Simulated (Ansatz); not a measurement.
Consider the following.

NbAg:
```
NbAg
1.0
    4.74362     0.00000     0.00000
    0.00000     2.76273     0.00000
    0.00000     0.00000     5.30345
Ag Nb
2 2
Direct
  0.25000   0.00000   0.85445
  0.75000   0.00000   0.14555
  0.25000   0.50000   0.35269
  0.75000   0.50000   0.64731
```

This is the r²SCAN-relaxed structure.

All from r²SCAN (plane waves, PAW; program Ansatz), unless another level is named. Estimate the density of states at the Fermi level.

0.52 states/eV per atom (mean over ±0.08 eV).

What about the formation energy from the elements (no fitted shifts)?

28 kJ/mol of atoms.

Space group Pmma. The start of the workflow was typed in or built on a structure type; neither database checked (COD, Materials Project) lists it. Its standing as an ambient phase is unchecked. The cell was relaxed with r²SCAN under the symmetry of its start; whether a distortion lowers the energy is not shown. No spin polarisation was allowed. Its formation energy is positive at this level, so the cell may be metastable or incomplete. The references are the lowest solids computed at this level, not always the standard phases. Scalar-relativistic: spin–orbit coupling is off unless named, which matters more the heavier the elements.

Potentials: the earlier of the program's two PAW sets.
